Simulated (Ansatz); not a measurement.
Input:

SnO:
```xyz
2
Lattice="3.1018 0.0000 0.0000 0.0000 3.1018 0.0000 0.0000 0.0000 3.1018" Properties=species:S:1:pos:R:3 pbc="T T T"
Sn     0.0000     0.0000     0.0000
O      1.5509     1.5509     1.5509
```

This is the r²SCAN-relaxed structure.

### Question
All from r²SCAN in the plane-wave PAW code Ansatz, unless another level is named. Give the electronic character.

### Answer
no gap, with almost no states at the Fermi level (zero-gap or semimetallic).

### Question
Predict the formation energy from the elements (no fitted shifts).

### Answer
-0.39 eV/atom.

Space group Pm-3m (CsCl type). A made-up cell: these elements were put on the sites of a structure type; neither database checked (COD, Materials Project) lists it. It is not the phase usual at ambient conditions (space group No. 129). The cell was relaxed with r²SCAN under the symmetry of its start. At this level the phase is mechanically unstable. The references are the lowest solids computed at this level, not always the standard phases (solids in place of the gases). Spin–orbit coupling is left out wherever it is not named.

Potentials: the later of the program's two PAW sets.
